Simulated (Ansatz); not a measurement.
Relaxed WSe₂ (2H-MoS2 type, space group P6_3/mmc):

```
WSe2
1.0
    3.29989     0.00000     0.00000
   -1.64994     2.85779     0.00000
    0.00000     0.00000    13.15129
W Se
2 4
Direct
  0.33333   0.66667   0.25000
  0.66667   0.33333   0.75000
  0.33333   0.66667   0.62336
  0.66667   0.33333   0.12336
  0.66667   0.33333   0.37664
  0.33333   0.66667   0.87664
```

These are r2SCAN+rVV10 (plane waves to 500 eV, PAW, scalar-relativistic; Ansatz, an electronic-structure program) values and carry that method's errors. k mesh 9×9×2 (Γ-centred), Fermi-Dirac smearing 0.05 eV. As the smearing reaches across the gap at some points, energies and forces of such displacements shift with the k mesh and the smearing. Spin-orbit coupling is left out, though W is heavy. WSe2 is run without spin polarisation. WSe2 was relaxed with its symmetry unable to fall.

One atom of the cell was then moved (with its periodic images), all else fixed, and the forces (eV/Å) came out as:

```
atom      Fx      Fy      Fz
----  ------  ------  ------
W1    -0.847  -0.872   2.791
W2    -0.014  -0.022   0.023
Se3   -0.032  -0.044   0.222
Se4    0.155   0.047   0.497
Se5    0.735   0.886  -3.542
Se6    0.003   0.005   0.009
```

**Question.** Which atom was moved, and by which vector (Å)?

**Answer.** Se5, by (-0.30, -0.30, 0.42), 0.59 Å in all.

(A displaced cell: forces are minus the slopes of the energy, force constants its curvatures, and phonons follow from these.)
